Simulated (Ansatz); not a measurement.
Relaxed Nb$_{3}$Au (A15, Cr3Si type):

```yaml
crystal:
  lattice:
    - [10.27811, 0.00000, 0.00000]
    - [0.00000, 5.13905, 0.00000]
    - [0.00000, 0.00000, 5.13905]
  atoms:
    - { symbol: Nb, position: [0.25000, 0.25000, 0.00000] }
    - { symbol: Nb, position: [0.75000, 0.25000, 0.00000] }
    - { symbol: Nb, position: [0.25000, 0.75000, 0.00000] }
    - { symbol: Nb, position: [0.75000, 0.75000, 0.00000] }
    - { symbol: Nb, position: [0.12500, 0.00000, 0.50000] }
    - { symbol: Nb, position: [0.62500, 0.00000, 0.50000] }
    - { symbol: Nb, position: [0.37500, 0.00000, 0.50000] }
    - { symbol: Nb, position: [0.87500, 0.00000, 0.50000] }
    - { symbol: Nb, position: [0.00000, 0.50000, 0.25000] }
    - { symbol: Nb, position: [0.50000, 0.50000, 0.25000] }
    - { symbol: Nb, position: [0.00000, 0.50000, 0.75000] }
    - { symbol: Nb, position: [0.50000, 0.50000, 0.75000] }
    - { symbol: Au, position: [0.25000, 0.50000, 0.50000] }
    - { symbol: Au, position: [0.75000, 0.50000, 0.50000] }
    - { symbol: Au, position: [0.00000, 0.00000, 0.00000] }
    - { symbol: Au, position: [0.50000, 0.00000, 0.00000] }
```

The atoms are displaced by Q × the pattern below (from a DFPT mode at X = (0.5, 0.0, 0.0), largest move 1; Q in Å), at fixed cell. It is one choice among 2 degenerate patterns. (q is in reciprocal vectors of the primitive cell; the cell shown is doubled to hold the pattern.)

| atom | x | y | z |
|---|---|---|---|
| Nb1 | 0.000 | 0.000 | -0.298 |
| Nb2 | 0.000 | 0.000 | 0.298 |
| Nb3 | 0.000 | 0.000 | -0.298 |
| Nb4 | 0.000 | 0.000 | 0.298 |
| Nb5 | 0.000 | 0.000 | -0.162 |
| Nb6 | 0.000 | 0.000 | 0.162 |
| Nb7 | 0.000 | 0.000 | -0.162 |
| Nb8 | 0.000 | 0.000 | 0.162 |
| Nb9 | -1.000 | 0.000 | 0.000 |
| Nb10 | 1.000 | 0.000 | 0.000 |
| Nb11 | 1.000 | 0.000 | 0.000 |
| Nb12 | -1.000 | 0.000 | 0.000 |
| Au13 | 0.000 | 0.000 | -0.847 |
| Au14 | 0.000 | 0.000 | 0.847 |

Atoms not listed stay in place.

Method: LDA (plane waves to 420 eV, PAW, scalar-relativistic; Ansatz, an electronic-structure program). k mesh 5×9×9 (Γ-centred), Fermi-Dirac smearing 0.05 eV. The energy includes the smearing's −TS. With partly filled bands, energies and forces of such displacements shift with the k mesh and the smearing. Nb3Au is run without spin polarisation. Nb3Au was relaxed with its symmetry unable to fall. Spin-orbit coupling is left out, though Au is heavy. The zero of ΔE is the undisplaced structure. The last digit holds for this mesh only.

```
Q (Å)    ΔE (meV/cell)
-------  -------------
-0.1760       withheld
-0.1467           64.2
-0.1173           19.9
-0.0880           -2.3
-0.0587           -7.6
-0.0293           -3.3
0.0000             0.0
0.0293            -3.3
0.0587            -7.6
0.0880            -2.3
0.1173            19.9
0.1467            64.2
0.1760        withheld
```

**Question.** Fit an even polynomial form (powers 2, 4, 6) to the given rows and predict ΔE at Q = 0.1760.

**Answer.** Least squares on the 11 given rows: ΔE = (-3637)·Q² + (483600)·Q⁴ + (-8183000)·Q⁶, in meV/cell with Q in Å; root-mean-square residual 0.43 meV/cell. At 0.1760 the fit gives 108.1 meV/cell; the calculation gives 134.6 meV/cell, so the extrapolation is off by -26.5 (-19.7 %). The quadratic term alone would give -112.7 meV/cell: it is negative, as the undisplaced cell is unstable along this move.

(A displaced cell: forces are minus the slopes of the energy, force constants its curvatures, and phonons follow from these.)
